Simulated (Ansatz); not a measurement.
A relaxed cell of Lu3CrI4 is given with its symmetry left out. The cell was found from a structure generator's guess, not taken from experiment.

The calculation used DFT PBE, scalar-relativistic, plane waves, PAW (Ansatz 0.2.0). Cutoff 420 eV, Γ-centred mesh, Gaussian smearing, collinear spin.

```cif
data_structure
_symmetry_space_group_name_H-M 'P 1'
_symmetry_Int_Tables_number 1
_cell_length_a 6.4966
_cell_length_b 6.4966
_cell_length_c 6.4966
_cell_angle_alpha 90.000
_cell_angle_beta 90.000
_cell_angle_gamma 90.000
_cell_volume 274.19
loop_
_atom_site_label
_atom_site_type_symbol
_atom_site_fract_x
_atom_site_fract_y
_atom_site_fract_z
_atom_site_occupancy
Lu1 Lu 0.50000 0.00000 0.00000 1
Lu2 Lu 0.00000 0.50000 0.00000 1
Lu3 Lu 0.00000 0.00000 0.50000 1
Cr1 Cr 0.00000 0.00000 0.00000 1
I1 I 0.00000 0.50000 0.50000 1
I2 I 0.50000 0.00000 0.50000 1
I3 I 0.50000 0.50000 0.00000 1
I4 I 0.50000 0.50000 0.50000 1
```

Formation energies are uncorrected and refer to the elements' standard structures at the same level.

Problem. Find its symmetry and describe it.

Solution. Pm-3m (No. 221). Conventional cell: a = 6.497 Å. Lu has 2 Cr at 3.25 Å and 4 I at 3.25 Å; Cr is surrounded by 6 Lu at 3.25 Å; I on a site of symmetry 4/mmm has 2 I at 3.25 Å and 4 Lu at 3.25 Å; I on a site of symmetry m-3m is surrounded by 6 I at 3.25 Å.

Problem. How far does it lie from the elements in energy?

Solution. +0.23 eV/atom. The separate elements lie lower, so it is unstable against them.

Problem. Is it a metal?

Solution. Yes, bands cross the Fermi level on the 6×6×6 mesh.

Problem. Which magnetic moments does it keep?

Solution. 0.53 μB per atom net, the space between the atoms included; by site: Cr 4.1 μB.

The last run used collinear spin, a 6×6×6 mesh for its 8-atom cell and Gaussian smearing of 0.10 eV. Spin–orbit coupling, which can matter for I, is left out. No Hubbard U is applied to the 3d shell of Cr. The reference form of I is held partly by dispersion forces, which this level lacks. The magnetic state reached may not be the lowest. Symmetry constrained the relaxation, so the result can be a saddle point.
